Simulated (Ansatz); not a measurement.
SiO$_{2}$:
```
CELL_PARAMETERS angstrom
      4.18519     0.00000     0.00000
      0.00000     4.18519     0.00000
      0.00000     0.00000     2.66884
ATOMIC_POSITIONS crystal
  Si 0.00000 0.00000 0.00000
  Si 0.50000 0.50000 0.50000
  O  0.30610 0.30610 0.00000
  O  0.80610 0.19390 0.50000
  O  0.19390 0.80610 0.50000
  O  0.69390 0.69390 0.00000
```

Relaxed with r²SCAN.

Question: Map the electron localisation function on the plane through (0.000, 0.000, 0.000) spanned by u = [0, 0, 1] and v = [1, 1, 0] in lattice vectors, from plane-wave PAW r²SCAN (Ansatz code).

Answer: x is the fraction of u, y of v (the angle between them is 90°; rows are the nearest grid lines); atoms in the plane: Si at (0.00, 0.00), Si at (0.50, 0.50), O at (0.00, 0.31), O at (0.00, 0.69).
```
|72001111111110027|
|10001111111110001|
|43211000000011234|
|88631000000013688|
|99863100000136899|
|89987520002578998|
|56888731013788865|
|23789852025898732|
|34799963136999743|
|88999962026999988|
|77888631013688877|
|33343211111234333|
|33343211111234333|
|77888631013688877|
|88999962026999988|
|34799963136999743|
|23789852025898732|
|56888731013788865|
|89987520002578998|
|99863100000136899|
|88631000000013688|
|43211000000011234|
|10001111111110001|
|72001111111110027|
```
Scale: ten equal steps from 0.029 (start of '0') to 0.862 (end of '9'), in the order '0123456789'; x runs from 0.000 to 1.00, y from 0.000 (bottom) to 1.00 (top).

The density is the valence pseudo-density with augmentation charge, so density and ELF within about 1 Å of a nucleus are not all-electron values.

Space group P4_2/mnm (rutile). This is a known high-pressure phase of the composition, computed here at zero pressure and temperature. The cell was relaxed with r²SCAN under the symmetry of its start; whether a distortion lowers the energy is not shown.

Potentials: the later of the program's two PAW sets.
